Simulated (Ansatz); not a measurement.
Consider the following.

Si2Mo:
```cif
data_Mo2Si4
_chemical_formula_sum 'Si4 Mo2'
_space_group_name_H-M_alt 'I4/mmm'
_space_group_IT_number 139
_space_group_name_Hall '-I 4 2'
_cell_length_a 3.21710
_cell_length_b 3.21710
_cell_length_c 7.87300
_cell_angle_alpha 90.000
_cell_angle_beta 90.000
_cell_angle_gamma 90.000
loop_
_atom_site_label
_atom_site_type_symbol
_atom_site_symmetry_multiplicity
_atom_site_Wyckoff_symbol
_atom_site_fract_x
_atom_site_fract_y
_atom_site_fract_z
_atom_site_occupancy
Si1 Si 4 e 0.00000 0.00000 0.33511 1
Mo1 Mo 2 a 0.00000 0.00000 0.00000 1
```
(The calculation used a cell of 3 atoms; values per cell refer to that cell.)

This is the PBE-relaxed structure.

**Question.** All from the program Ansatz at the PBE level (PAW), unless another level is named. Estimate the electronic character.

**Answer.** metallic (no gap).

**Question.** What about the density of states at the Fermi level?

**Answer.** 0.08 states/eV per atom (mean over ±0.08 eV).

**Question.** What about the formation energy from the elements (no fitted shifts)?

**Answer.** -0.49 eV/atom.

The PBE relaxation kept the symmetry of its start. The run is not spin-polarised. The references are the lowest solids computed at this level, not always the standard phases. Scalar-relativistic: spin–orbit coupling is off unless named, which matters more the heavier the elements.

Potentials: the earlier of the program's two PAW sets.
